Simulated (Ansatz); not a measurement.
## PrScO: relaxed-ion elastic tensor

Computed with DFT PBE, scalar-relativistic, plane waves, PAW, and for the lanthanide a 4f-in-core norm-conserving potential (Ansatz 0.2.0). Cutoff 660 eV, 10×10×8 k-points (Γ-centred), Gaussian smearing of 0.10 eV. No spin polarisation.

Equilibrium structure at this level:
```
CELL_PARAMETERS angstrom
3.71872 0.00000 0.00000
0.00000 3.71872 0.00000
0.00000 0.00000 4.22208
ATOMIC_POSITIONS crystal
Pr 0.00000 0.00000 0.50000
Sc 0.50000 0.50000 0.00000
O 0.50000 0.50000 0.50000
```

The structure comes from a generated guess, relaxed at this level; another structure or a mixture of phases may lie lower. In a metal, frequencies and elastic constants depend on the k mesh and the smearing, soft modes and shear constants most.

(1) Give the relaxed-ion elastic constants (GPa, Voigt order xx yy zz yz xz xy, on the Cartesian axes of the cell above).

(2) Is the crystal stable against homogeneous strain?

(3) And the moduli of a polycrystal (Hill averages)?

Answers

(1)
```
135.2  48.7  54.1   0.0   0.0   0.0
 48.7 135.2  54.1   0.0   0.0   0.0
 54.1  54.1 261.3   0.0   0.0   0.0
  0.0   0.0   0.0  64.3   0.0   0.0
  0.0   0.0   0.0   0.0  64.3   0.0
  0.0   0.0   0.0   0.0   0.0  70.3
```

(2) Yes: the least eigenvalue of the tensor is 64.3 GPa.

(3) B = 90 GPa, G = 63 GPa, E = 153 GPa, ν = 0.22.

The lanthanide is trivalent by construction, without f bands, f moments or other valences.
